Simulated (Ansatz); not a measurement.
Relaxed LiH (rock salt):

```
CELL_PARAMETERS angstrom
      0.00000     2.00356     2.00356
      2.00356     0.00000     2.00356
      2.00356     2.00356     0.00000
ATOMIC_POSITIONS crystal
  H  0.00000 0.00000 0.00000
  Li 0.50000 0.50000 0.50000
```

The numbers are results of PBE (plane waves to 420 eV, PAW, scalar-relativistic; Ansatz, a first-principles code), not measurements. k mesh 11×11×11 (Γ-centred), Fermi-Dirac smearing 0.05 eV. LiH was relaxed with its symmetry unable to fall.

One atom of the cell was then moved (with its periodic images), all else fixed, and the forces (eV/Å) came out as:

```tsv
atom	Fx	Fy	Fz
H1	0.000	0.000	-0.093
Li2	0.000	0.000	0.093
```

With two atoms only their relative shift counts; take Li2 as fixed.

Q: Which atom was moved, and by which vector (Å)?

A: H1, by (0.00, 0.00, 0.08), 0.08 Å in all.

(For displaced atoms, the force is minus the slope of the energy, and its curvature is a force constant, which sets phonon frequencies.)
